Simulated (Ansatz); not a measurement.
**Clamped-ion strain scan in TiO**

Computed with DFT r2SCAN+U, scalar-relativistic, plane waves, PAW (Ansatz 0.2.0). Cutoff 500 eV, Γ-centred 12×12×6 k-points, Gaussian smearing of 0.03 eV. U_eff on d shells: Ti 4 eV. No spin polarisation. Energies are free energies at this smearing, counted from the undisturbed cell; pressure is positive in compression.

Zero of the scan (relaxed at this level; this form isn't the usual structure):

```
Ti O
1.0
     2.86342    0.00000    0.00000
    -1.43171    2.47980    0.00000
     0.00000    0.00000    5.57054
Ti O
2 2
Direct
  0.33333 0.66667 0.25000
  0.66667 0.33333 0.75000
  0.00000 0.00000 0.00000
  0.00000 0.00000 0.50000
```

The cell is strained by ε times the Voigt pattern (1, 0, 0, 0, 0, 0) (xx, yy, zz, yz, xz, xy; engineering shear) with fractional coordinates fixed.

```tsv
ε	ΔE (meV/atom)	stress summed along the pattern (GPa, tension positive)	pressure (GPa)	gap on the mesh (eV)
-0.1000	167.6	-61.01	30.8	0.00
-0.0500	37.1	-25.54	12.8	0.00
0.0000	0.0	0.01	0.0	0.11
0.0250	7.7	9.58	-4.9	0.00
0.0750	59.5	?	-11.9	0.00
0.1000	98.3	27.03	-14.2	0.00
```

Question: Give the withheld values.

Answer: stress summed along the pattern (GPa, tension positive) at ε = 0.0750: 22.93.

Cost: 6 runs of about 6.8 core-minutes in all, on Intel Xeon Processor @ 2.50GHz (Skylake/Cascade Lake) (shared hosts).